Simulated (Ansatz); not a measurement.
Magnetic order of KNiF$_{3}$ at several levels

```xyz
10
Lattice="8.0000 0.0000 0.0000 0.0000 4.0000 0.0000 0.0000 0.0000 4.0000" Properties=species:S:1:pos:R:3 pbc="T T T"
K     0.0000    0.0000    0.0000
Ni    2.0000    2.0000    2.0000
F     2.0000    2.0000    0.0000
F     0.0000    2.0000    2.0000
F     2.0000    0.0000    2.0000
K     4.0000    0.0000    0.0000
Ni    6.0000    2.0000    2.0000
F     6.0000    2.0000    0.0000
F     4.0000    2.0000    2.0000
F     6.0000    0.0000    2.0000
```

The same starts (parallel, antiparallel patterns that fit this cell, and no moments) were run with plane-wave PAW DFT (Ansatz 0.2.0; atoms fixed, collinear spin, no spin-orbit coupling; 4×7×7 Γ-centred mesh, fermi-dirac occupations of width 0.050 eV) at these levels: r2SCAN, 500 eV; r2SCAN with U_eff = 2.5 eV on Ni d (all-electron-ortho-atomic projectors), 500 eV.

**Question.** Which order does each level favour, and how strongly?

**Answer.** The runs give, at zero smearing:

```
     level               lowest state  mean moment on Ni (μB)  parallel less best compensated antiparallel (meV per Ni)  gain over no moments (meV per Ni)
    r2SCAN  antiparallel, compensated                    1.72                                                       +41                               1390
r2SCAN + U  antiparallel, compensated                    1.76                                                       +26                               2334
```

Site moments are taken in small spheres that don't touch (radius about 0.4 of the atom's shortest bond), so those of the magnetic atoms read low. Both levels favour antiparallel moments: the difference runs from +26 to +41 meV per Ni. The U weakens the coupling, as expected where exchange goes by hopping and scales with the inverse of the on-site repulsion.

The cell is that of a Crystallography Open Database entry, unchanged but doubled along one cell vector so that moments can oppose. Note on the entry: the entry's cell lengths or inner coordinates differ somewhat from later room-temperature determinations.

Caveats: only orders that fit this cell were tried, so the true order may need a larger cell or canted moments; atoms and cell are held at the entry's values; differences under about 5 meV per magnetic atom weren't tested against a denser mesh or another U, and are taken as unresolved; the U is a value in common use, not computed for this crystal; the state without moments isn't the paramagnet, so the last column is no ordering energy, and a U inflates it.
